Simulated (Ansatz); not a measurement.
NaF (rock salt, Fm-3m), the program Ansatz at the PBEsol level (PAW): ε∞ = 1.90, cell volume 24.80 Å³. Infrared-active transverse modes:

```json
[
 {"ω_TO (cm⁻¹)": "239.3", "oscillator strength S_xx (e²/amu)": "0.09847"}
]
```

Q: Compute the static dielectric constant.

A: Each mode adds (4.921e7/V) S/ω²: 3.41. So ε0 = 5.31.

Q: What LO frequency does the Lyddane–Sachs–Teller relation give?

A: ω_LO = ω_TO √(ε0/ε∞) = 400 cm⁻¹.

The cell was relaxed with PBEsol under the symmetry of its start; of distortions, only those at the zone centre were tested.

Potentials: the later of the program's two PAW sets.
